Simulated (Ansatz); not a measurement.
GaNi₃N:
Space group Pm-3m (No. 221); a = b = c = 3.745 Å, α = β = γ = 90.00°

```json
[
 {"atom": "Ga", "site": "1a", "symmetry": "m-3m", "x": "0.0000", "y": "0.0000", "z": "0.0000"},
 {"atom": "N", "site": "1b", "symmetry": "m-3m", "x": "0.5000", "y": "0.5000", "z": "0.5000"},
 {"atom": "Ni", "site": "3c", "symmetry": "4/mm.m", "x": "0.0000", "y": "0.5000", "z": "0.5000"}
]
```

This is the r²SCAN-relaxed structure.

Q: All from r²SCAN (plane waves, PAW; program Ansatz), unless another level is named. Give the electronic character.

A: metallic (no gap).

Q: What about the formation energy from the elements (no fitted shifts)?

A: -0.16 eV/atom.

Q: Predict the density of states at the Fermi level.

A: 0.29 states/eV per atom (mean over ±0.08 eV).

Q: Predict the gap with spin–orbit coupling.

A: none (metallic).

A made-up cell: these elements were put on the sites of a structure type; neither database checked (COD, Materials Project) lists it. Whether it is the stable phase at ambient conditions was not checked. The cell was relaxed with r²SCAN under the symmetry of its start; whether a distortion lowers the energy is not shown. The workflow began spin-polarised and lost its moments. The references are the lowest solids computed at this level, not always the standard phases (solids in place of the gases). Spin–orbit coupling is left out wherever it is not named.

Potentials: the later of the program's two PAW sets.
